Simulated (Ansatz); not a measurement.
Collinear states of Y3Co

All numbers below come from Ansatz, DFT r2SCAN, scalar-relativistic, plane waves, PAW.

```xyz
4
Lattice="0.0000 3.6849 3.6849 3.6849 0.0000 3.6849 3.6849 3.6849 0.0000" Properties=species:S:1:pos:R:3 pbc="T T T"
Y     1.8424    1.8424    1.8424
Y     5.5273    5.5273    5.5273
Y     3.6849    3.6849    3.6849
Co    0.0000    0.0000    0.0000
```

```json
{"plane-wave cutoff": "500 eV", "Γ-centred k-mesh": "10×10×10", "occupation rule": "Gaussian smearing, 0.1 eV", "list of starting moments (μB, in atom order)": "0 0 0 2", "check for lower electronic states after the SCF": "off"}
```

All runs keep this geometry, which isn't relaxed for the lowest state (largest force there 0.000 eV/Å, pressure 1.8 GPa) and needn't be a stable compound; relaxing each order can shift differences of a few meV. r2SCAN tends to overstate moments in metals, so a weak moment here may be absent in the real material. Site moments are spin moments in atom-centred spheres that scale with the neighbour distance. The states are those that the runs reached from these starts; a lower one can exist. No antiferromagnetic start is among these.

Question: Starts tried: no spin; ferromagnetic. Which state comes out lowest, and what are the moments?

Answer: The lowest state is ferromagnetic, reached from the start “ferromagnetic”, with site moments (μB) Y -0.12 (×2), Co +1.89.

| start | ends | energy above lowest (meV/atom) | site moments (μB) | gap on mesh (eV) | P (GPa) |
| --- | --- | --- | --- | --- | --- |
| no spin | non-magnetic | 93.3 | none over 0.05 | metal | -1.4 |
| ferromagnetic | ferromagnetic | 0.00 | Y -0.12 (×2), Co +1.89 | metal | 1.8 |

Cost: 2 runs of about 3.4 core-minutes in all, on Intel Xeon Processor @ 2.50GHz (Skylake/Cascade Lake) (shared hosts).